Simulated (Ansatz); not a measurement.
Relaxed-ion elastic tensor of Nb in space group P6/mmm (No. 191; Nb on 1a, Nb on 2d) in GPa (Voigt order), DFT-PBEsol in the program Ansatz with PAW potentials; density 8.65 g/cm³, 17.84 Å³ per atom.

```
 265   148  95.7   0.0   0.0   0.0
 148   265  95.7   0.0   0.0   0.0
95.7  95.7   378   0.0   0.0   0.0
 0.0   0.0   0.0  -2.4   0.0   0.0
 0.0   0.0   0.0   0.0  -2.4   0.0
 0.0   0.0   0.0   0.0   0.0  58.7
```

### Question
Is the crystal mechanically stable?

### Answer
No: the smallest eigenvalue of C is -2.4 GPa.

The start of the workflow was typed in or built on a structure type; neither database checked (COD, Materials Project) lists it. It is not the phase usual at ambient conditions (space group No. 229). The PBEsol relaxation kept the symmetry of its start. At this level the phase is dynamically unstable (imaginary phonons). The run is not spin-polarised. As this level gives no gap, shear constants depend on the k-mesh and smearing (Fermi–Dirac, 0.1 eV here). On the denser mesh and wider smearing of the elastic run this cell carries a stress of 0.4 GPa.

Potentials: the earlier of the program's two PAW sets. The files were generated under PBE; for other functionals the program regenerates the frozen cores, and for LDA and PBEsol the local potential too.
